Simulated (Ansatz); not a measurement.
Te:
```
CELL_PARAMETERS angstrom
      0.00000     3.52825     3.52825
      3.52825     0.00000     3.52825
      3.52825     3.52825     0.00000
ATOMIC_POSITIONS crystal
  Te 0.00000 0.00000 0.00000
  Te 0.25000 0.25000 0.25000
```

Relaxed with PBEsol. Special points in fractions of this cell's reciprocal vectors: Γ (0.000, 0.000, 0.000); X (0.500, 0.000, 0.500); U (0.625, 0.250, 0.625); K (0.375, 0.375, 0.750); L (0.500, 0.500, 0.500); W (0.500, 0.250, 0.750).

Q: List the band energies nearest the Fermi level at these points for PBEsol (plane waves, PAW; program Ansatz).

A: In eV from the Fermi level; about four levels below and three above (degenerate sets whole), none deeper than 8.9 eV; points with the same levels are listed once.

| k | below | above |
|---|---|---|
| Γ | -3.12 -3.12 -3.12 -0.73 -0.73 -0.73 | 3.49 5.96 5.96 |
| X | -4.41 -4.41 -1.69 -1.69 | 2.07 2.07 5.08 5.08 |
| U | -4.76 -4.22 -1.85 -0.55 | 1.47 1.52 4.21 |
| L | -3.74 -3.74 -3.59 | 0.24 0.24 1.70 |
| W | -4.60 -4.60 -0.98 -0.98 | 1.31 1.31 4.88 4.88 |

Space group Fd-3m (diamond). The start of the workflow was typed in or built on a structure type; neither database checked (COD, Materials Project) lists it. It is not the phase usual at ambient conditions (space group No. 152). Symmetry was held in the PBEsol relaxation; its stability against distortions is not shown here. Spin–orbit coupling is left out wherever it is not named.

Potentials: the earlier of the program's two PAW sets. The files were generated under PBE; for other functionals the program regenerates the frozen cores, and for LDA and PBEsol the local potential too.
